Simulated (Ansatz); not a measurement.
The elements of this relaxed trial crystal are hidden behind letters.

```
lattice vectors (Å)
   7.0543    0.0000    0.0000
   0.0000    7.0543    0.0000
   0.0000    0.0000    3.0809
fractional positions
X 0.7018 0.0000 0.5000
X 0.2982 0.0000 0.5000
X 0.0000 0.7018 0.5000
X 0.0000 0.2982 0.5000
Z 0.5000 0.5000 0.5000
```

All numbers below come from Ansatz 0.2.0, DFT PBE, scalar-relativistic, plane waves, PAW. Settings of the last relaxation (5-atom cell): 420 eV, 6×6×12 k points, Gaussian smearing of 0.10 eV, no spin polarisation.

| Item | Value |
| --- | --- |
| Space group | P4/mmm (No. 123) |
| Conventional cell | a = 7.054 Å, c = 3.081 Å |
| Volume per atom | 30.66 Å³ |
| Density | 1.92 g/cm³ |
| Formation energy | +0.27 eV/atom |
| Gap on the 6×6×12 mesh of the 5-atom cell | 0 eV (a metal) |

Energies are uncorrected and count from the elements' standard states at the same level.

Q: X is an s-block element of period 3 and Z is a p-block element of period 4. Which elements are they?

A: X = Mg, Z = Br, so the formula is Mg4Br. Density times volume gives a mean mass of 1.92 × 30.66/1.6605 = 35.5 u per atom, and this set has 35.4 u. Among the elements that the hints allow, noble gases aside, only these give it. Around Mg lie 5 Mg at 2.85–3.08 Å and 2 Br at 3.80 Å; Br has 2 Br at 3.08 Å and 8 Mg at 3.80 Å.

The cell is a metal run without spin; a magnetic state may lie lower. Symmetry constrained the relaxation, so the result can be a saddle point.
